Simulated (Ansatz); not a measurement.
# C: zone-centre modes

The calculation used DFT LDA, scalar-relativistic, plane waves, PAW in Ansatz. Settings: plane waves to 420 eV, k-mesh 12×12×12 (Γ-centred), Gaussian smearing 0.05 eV. No spin polarisation.

The starting cell (relaxed at this level):

```
C
1.0
     1.24565    0.71917   10.25388
    -1.24565    0.71917   10.25388
     0.00000   -1.43835   10.25388
C
10
Direct
  0.02482 0.02482 0.02482
  0.97518 0.97518 0.97518
  0.10870 0.10870 0.10870
  0.89130 0.89130 0.89130
  0.15837 0.15837 0.15837
  0.84163 0.84163 0.84163
  0.37486 0.37486 0.37486
  0.62514 0.62514 0.62514
  0.42532 0.42532 0.42532
  0.57468 0.57468 0.57468
```

Harmonic modes by finite displacements of 0.02 Å, without the LO–TO term.

Question: At this geometry, is the structure stable against these modes?

Answer: Yes: no mode is imaginary beyond 10 cm⁻¹, and only the three translations lie near zero.

Question: List the wavenumbers in cm⁻¹.

Answer: 0, 0, 0, 337, 337, 348, 348, 518, 518, 524, 524, 584, 590, 998, 999, 1232, 1232, 1237, 1237, 1282, 1284, 1284, 1285, 1288, 1288, 1314, 1316, 1325, 1325, 1335.